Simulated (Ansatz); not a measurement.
WC (WC type, space group P-6m2)

```yaml
crystal:
  lattice:
    - [5.84393, 0.00000, 0.00000]
    - [-1.46098, 2.53050, 0.00000]
    - [0.00000, 0.00000, 2.84728]
  atoms:
    - { symbol: W, position: [0.00000, 0.00000, 0.00000] }
    - { symbol: W, position: [0.50000, 0.00000, 0.00000] }
    - { symbol: C, position: [0.33333, 0.33333, 0.50000] }
    - { symbol: C, position: [0.83333, 0.33333, 0.50000] }
```

In this cell atom 1 (W, nearest neighbour C at 2.207 Å; its periodic images, 2.8 Å or more away, move with it) is moved by s along Cartesian x, unit vector (1.000, 0.000, 0.000); all other atoms and the cell stay fixed.

Level of theory: PBE (plane waves to 420 eV, PAW, scalar-relativistic; Ansatz, an electronic-structure program). k mesh 15×15×13 (Γ-centred), Fermi-Dirac smearing 0.05 eV. Energies are smeared free energies. With partly filled bands, energies and forces of such displacements shift with the k mesh and the smearing. Spin-orbit coupling is left out, though W is heavy. The PAW data are Ansatz's earlier set. WC is run without spin polarisation. WC was relaxed with its symmetry unable to fall. ΔE is measured from the undisplaced structure.

The scan covers s from -0.440 to 0.440 Å in 11 points.

Question: Is the energy the same for displacements of ±0.440 Å, and if not, which side lies higher?

Answer: Not even: the positive side lies higher at ±0.440 Å. With its periodic images moving along, the atom's site symmetry in this cell is mm2.

Question: What is the force constant k = d²E/ds² of this move at s = 0?

Answer: 27.7 eV/Å².

(For displaced atoms, the force is minus the slope of the energy, and its curvature is a force constant, which sets phonon frequencies.)
